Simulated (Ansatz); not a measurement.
ZnGaNO in space group P3m1 (No. 156; Ga on 1b, N on 1b, Zn on 1c, O on 1c) under volume change, DFT-r²SCAN in the program Ansatz with PAW potentials, shape and atoms relaxed at each volume.

```json
[
 {"V (Å³/atom)": "10.917", "E − E(relaxed) (meV/atom)": "50.4", "P (GPa)": "16.45"},
 {"V (Å³/atom)": "11.277", "E − E(relaxed) (meV/atom)": "21.0", "P (GPa)": "9.96"},
 {"V (Å³/atom)": "11.637", "E − E(relaxed) (meV/atom)": "(withheld)", "P (GPa)": "(withheld)"},
 {"V (Å³/atom)": "11.996", "E − E(relaxed) (meV/atom)": "0.0", "P (GPa)": "0.00"},
 {"V (Å³/atom)": "12.356", "E − E(relaxed) (meV/atom)": "(withheld)", "P (GPa)": "(withheld)"},
 {"V (Å³/atom)": "12.716", "E − E(relaxed) (meV/atom)": "15.6", "P (GPa)": "-6.30"},
 {"V (Å³/atom)": "13.076", "E − E(relaxed) (meV/atom)": "31.5", "P (GPa)": "-7.54"}
]
```

Question: Fill in the missing entries.

Answer: 
- 12.356, E − E(relaxed) (meV/atom): 4.2
- 12.356, P (GPa): -3.63
- 11.637, E − E(relaxed) (meV/atom): 4.9
- 11.637, P (GPa): 4.51

Question: What does a third-order Birch–Murnaghan fit give for V₀, B₀ and B′?

Answer: V₀ = 12.00 Å³/atom, B₀ = 126 GPa, B′ = 7.3.

The start of the workflow was typed in or built on a structure type; the Crystallography Open Database copy checked does not list it. Whether it is the stable phase at ambient conditions was not checked. The r²SCAN relaxation kept the symmetry of its start; its stability against distortions is not shown here.

Potentials: the earlier of the program's two PAW sets.
